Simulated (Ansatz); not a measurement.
This Ta₃Si₃N structure is the end of a relaxation. The cell was found from a structure generator's guess, not taken from experiment.

Theory: DFT PBE, scalar-relativistic, plane waves, PAW (Ansatz 0.2.0). Cutoff 420 eV, Γ-centred mesh, Gaussian smearing, no spin polarisation.

```
Ta Si N
1.0
     5.21514    0.00000    0.00000
    -2.60757    4.51645    0.00000
     0.00000    0.00000    5.23406
Ta Si N
3 3 1
Direct
  0.50000 0.00000 0.00000
  0.00000 0.50000 0.00000
  0.50000 0.50000 0.00000
  0.50000 0.00000 0.50000
  0.00000 0.50000 0.50000
  0.50000 0.50000 0.50000
  0.00000 0.00000 0.00000
```

Energies over the elements count from the elements' standard structures at the same level (N₂ as a molecule), with no fitted energy shifts.

Problem. What space group does it have?

Solution. P6/mmm (No. 191). Conventional cell: a = 5.215 Å, c = 5.234 Å. Ta is surrounded by 4 Ta at 2.61 Å, 2 N at 2.61 Å and 2 Si at 2.62 Å; Si is surrounded by 4 Si at 2.61 Å and 2 Ta at 2.62 Å; N is surrounded by 6 Ta at 2.61 Å.

Problem. How far does it lie from the elements in energy?

Solution. +0.91 eV/atom. It can't be a ground state, since the elements alone are lower.

Problem. Is it a metal?

Solution. Yes, bands cross the Fermi level on the 12×12×8 mesh.

The last run used a 12×12×8 mesh (in the run's order of axes) for its 7-atom cell and Gaussian smearing of 0.10 eV. These runs have no spin–orbit coupling, which can matter for Ta. Symmetry constrained the relaxation, so the result can be a saddle point.
